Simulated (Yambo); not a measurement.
G0W0@LDA for CrHgO4 (space group Cmcm, No. 63) in Yambo. Reference settings: 2×2×2 Γ-centred k mesh, bands 17 to 287 and a 7 Ry block in the screening, 287 bands in G with the Bruneval-Gonze terminator, plasmon pole fitted at 27.2 eV. The LDA gap (-0.5, -0.5, 0) → (-0.5, -0.5, 0) on this mesh is 1.36 eV; G0W0 gaps are taken between the same points.

```
change from the reference       G0W0 gap (-0.5, -0.5, 0) → (-0.5, -0.5, 0) (eV)  shift of the valence edge (eV)
------------------------------  -----------------------------------------------  ------------------------------
reference settings                                                         2.80                           -0.25
195 bands in G, no terminator                                              2.72                            0.13
126 bands in G                                                             2.80                           -0.22
2×2×1 mesh                                                                 2.78                           -0.21
no random integration                                                      2.76                           -0.10
3 Ry block                                                                 3.00                           -0.25
195 bands in W, 195 bands in G                                             2.82                           -0.19
1 Ry block                                                                    ?                           -0.80
```

Estimate the withheld gaps from the other rows; the computed values follow.


- 1 Ry block, G0W0 gap (-0.5, -0.5, 0) → (-0.5, -0.5, 0) (eV): 3.97

The reference isn't shown to be the converged limit.

Spin-orbit coupling is not included.

Geometry of the Materials Project entry, not relaxed at this level; primitive cell a = 5.2456 Å, b = 5.2456 Å, c = 7.1527 Å, α = 90.00°, β = 90.00°, γ = 113.44°.

The structure is a Materials Project entry; no match was found in the copy of COD used, and its stability was not checked.

The runs are not spin-polarised; magnetic order was not tried.

A shift is the quasiparticle energy of the state minus its LDA energy.
